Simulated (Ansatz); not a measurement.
An Ansatz (a quantum-chemistry and plane-wave program) input:

Ansatz 0.2 input:
```yaml
crystal:
  lattice:
    - [0.0, 4.805727178, 4.805727178]
    - [4.805727178, 0.0, 4.805727178]
    - [4.805727178, 4.805727178, 0.0]
  atoms:
    - { symbol: C, position: [0.25, 0.25, 0.25] }
    - { symbol: C, position: [0.0, 0.0, 0.0] }
    - { symbol: C, position: [0.3414575326, 0.3414575326, 0.3414575326] }
    - { symbol: C, position: [0.9085424674, 0.9085424674, 0.9085424674] }
    - { symbol: C, position: [0.3414575326, 0.3414575326, 0.9756274022] }
    - { symbol: C, position: [0.9085424674, 0.2743725978, 0.9085424674] }
    - { symbol: C, position: [0.9756274022, 0.3414575326, 0.3414575326] }
    - { symbol: C, position: [0.9085424674, 0.9085424674, 0.2743725978] }
    - { symbol: C, position: [0.3414575326, 0.9756274022, 0.3414575326] }
    - { symbol: C, position: [0.2743725978, 0.9085424674, 0.9085424674] }
    - { symbol: C, position: [0.1211602137, 0.8886000738, 0.4951198563] }
    - { symbol: C, position: [0.4951198563, 0.1211602137, 0.8886000738] }
    - { symbol: C, position: [0.8886000738, 0.4951198563, 0.1211602137] }
    - { symbol: C, position: [0.3613999262, 0.1288397863, 0.7548801437] }
    - { symbol: C, position: [0.1288397863, 0.7548801437, 0.3613999262] }
    - { symbol: C, position: [0.7548801437, 0.3613999262, 0.1288397863] }
    - { symbol: C, position: [0.4951198563, 0.4951198563, 0.1211602137] }
    - { symbol: C, position: [0.8886000738, 0.4951198563, 0.4951198563] }
    - { symbol: C, position: [0.1211602137, 0.4951198563, 0.8886000738] }
    - { symbol: C, position: [0.1288397863, 0.3613999262, 0.7548801437] }
    - { symbol: C, position: [0.7548801437, 0.1288397863, 0.7548801437] }
    - { symbol: C, position: [0.3613999262, 0.7548801437, 0.7548801437] }
    - { symbol: C, position: [0.8886000738, 0.1211602137, 0.4951198563] }
    - { symbol: C, position: [0.1211602137, 0.4951198563, 0.4951198563] }
    - { symbol: C, position: [0.4951198563, 0.8886000738, 0.4951198563] }
    - { symbol: C, position: [0.7548801437, 0.7548801437, 0.1288397863] }
    - { symbol: C, position: [0.7548801437, 0.3613999262, 0.7548801437] }
    - { symbol: C, position: [0.7548801437, 0.1288397863, 0.3613999262] }
    - { symbol: C, position: [0.4951198563, 0.4951198563, 0.8886000738] }
    - { symbol: C, position: [0.4951198563, 0.8886000738, 0.1211602137] }
    - { symbol: C, position: [0.4951198563, 0.1211602137, 0.4951198563] }
    - { symbol: C, position: [0.7548801437, 0.7548801437, 0.3613999262] }
    - { symbol: C, position: [0.3613999262, 0.7548801437, 0.1288397863] }
    - { symbol: C, position: [0.1288397863, 0.7548801437, 0.7548801437] }
kpoints:
  mp_grid: { grid: [3, 3, 3] }
hamiltonian:
  xc: hse06
  pseudopotentials: { kind: paw }
scf:
  n_extra_bands: 34
  occupations: { method: fixed }
output:
  eigenvalues: true
  eigenstates:
    e_range: [-9.0, 13.9]
    kpoints:
      - [0.0, 0.0, 0.5]  # VBM
      - [0.0, 0.0, 0.0]  # CBM
      - [0.0, 0.0, 0.0]  # GAMMA
      - [0.5, 0.0, 0.5]  # X
      - [0.5, 0.5, 0.5]  # L
      - [0.5, 0.25, 0.75]  # W
      - [0.375, 0.375, 0.75]  # K
      - [0.625, 0.25, 0.625]  # U
```

Q: How many symmetry operations and irreducible k-points will the run report?

A: 48 operations, 4 of 27 k-points.

Q: With a cutoff of 420 eV, how many plane waves at Γ?

A: 4285.

It took roughly 12 core-minutes on shared server cores.

The points marked VBM and CBM come from a semilocal run.

Space group Fd-3m. The start of the workflow was typed in or built on a structure type. Its sites differ from those of the usual phase in this space group: another stacking or structure type. The r²SCAN relaxation kept the symmetry of its start; its stability against distortions is not shown here.

Potentials: the later of the program's two PAW sets.

Ansatz is a plane-wave DFT program.
